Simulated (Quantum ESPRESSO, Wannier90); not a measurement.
# Li₂Se (anti-fluorite), plane waves to Wannier functions

Materials Project entry mp-2286; symmetrised, unrelaxed at this level. COD (Crystallography Open Database) has an entry of this formula and space group (matched by these alone). Level: PBE, no spin polarisation, no spin-orbit coupling; pw.x of Quantum ESPRESSO at 69 Ry with PseudoDojo potentials, 10×10×10 k-points, Wannier90. Density: 10×10×10 mesh, cold smearing 0.01 Ry. Spin-orbit coupling, left out, would split the p-like bands by a few tenths of an eV.

```
begin unit_cell_cart
ang
    0.0000000000    2.9760450000    2.9760450000
    2.9760450000    0.0000000000    2.9760450000
    2.9760450000    2.9760450000    0.0000000000
end unit_cell_cart
mp_grid = 10 10 10
```

Question: Which shells of neighbouring k-points and which b-vectors and weights does Wannier90 pick for this cell and mesh?

Answer: 
```
 *---------------------------------- K-MESH ----------------------------------*
 +----------------------------------------------------------------------------+
 |                    Distance to Nearest-Neighbour Shells                    |
 |                    ------------------------------------                    |
 |          Shell             Distance (Ang^-1)          Multiplicity         |
 |          -----             -----------------          ------------         |
 |             1                   0.182840                      8            |
 |             2                   0.211125                      6            |
 |             3                   0.298576                     12            |
 |             4                   0.350112                     24            |
 |             5                   0.365680                      8            |
 |             6                   0.422251                      6            |
 |             7                   0.460137                     24            |
 |             8                   0.472091                     24            |
       ... (lines left out)
 +----------------------------------------------------------------------------+
 | The b-vectors are chosen automatically                                     |
 | The following shells are used:                       1                     |
 +----------------------------------------------------------------------------+
 |                        Shell   # Nearest-Neighbours                        |
 |                        -----   --------------------                        |
 |                          1               8                                 |
 +----------------------------------------------------------------------------+
 | Completeness relation is fully satisfied [Eq. (B1), PRB 56, 12847 (1997)]  |
 +----------------------------------------------------------------------------+
 |                  b_k Vectors (Ang^-1) and Weights (Ang^2)                  |
 |                  ----------------------------------------                  |
 |            No.         b_k(x)      b_k(y)      b_k(z)        w_b           |
 |            ---        --------------------------------     --------        |
 |             1         0.105563    0.105563   -0.105563    11.217324        |
 |             2         0.105563   -0.105563    0.105563    11.217324        |
 |             3        -0.105563    0.105563    0.105563    11.217324        |
 |             4         0.105563    0.105563    0.105563    11.217324        |
 |             5        -0.105563   -0.105563    0.105563    11.217324        |
 |             6        -0.105563    0.105563   -0.105563    11.217324        |
 |             7         0.105563   -0.105563   -0.105563    11.217324        |
 |             8        -0.105563   -0.105563   -0.105563    11.217324        |
```
